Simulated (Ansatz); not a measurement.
Ge:
```
CELL_PARAMETERS angstrom
      1.49572    -2.35465     0.00000
      1.49572     2.35465     0.00000
      0.00000     0.00000     2.65950
ATOMIC_POSITIONS crystal
  Ge 0.50000 0.50000 0.50000
```

Relaxed with r²SCAN. Special points in fractions of this cell's reciprocal vectors: Γ (0.000, 0.000, 0.000); Y (-0.500, 0.500, 0.000); C0 (-0.351, 0.649, 0.000); Σ0 (0.351, 0.351, 0.000); Z (0.000, 0.000, 0.500); A0 (0.351, 0.351, 0.500); E0 (-0.351, 0.649, 0.500); T (-0.500, 0.500, 0.500); S (0.000, 0.500, 0.000); R (0.000, 0.500, 0.500).

Task: List the band energies nearest the Fermi level at these points for DFT-r²SCAN in the program Ansatz with PAW potentials.

Result: In eV from the Fermi level; about four levels below and three above (degenerate sets whole), none deeper than 8.9 eV; … stands for higher levels left out; points with the same levels are listed once.

```
k               below           above
--  -----------------  --------------
Γ                   –  7.18 7.91 9.22
Y         -7.77 -5.73     2.64 7.04 …
C0  -7.34 -4.06 -3.29         12.21 …
Z               -6.29   11.17 12.49 …
A0  -2.39 -1.29 -0.82          0.06 …
T   -2.95 -2.51 -1.57          4.21 …
S               -6.12     5.27 9.40 …
R   -4.34 -2.84 -2.44          3.66 …
```

Space group Cmmm. The first step of the workflow began from a Materials Project structure, measured or hypothetical; the Crystallography Open Database copy checked does not list it. It is not the phase usual at ambient conditions (space group No. 227). Symmetry was held in the r²SCAN relaxation; whether a distortion lowers the energy is not shown. Spin–orbit coupling is left out wherever it is not named.

Potentials: the later of the program's two PAW sets.
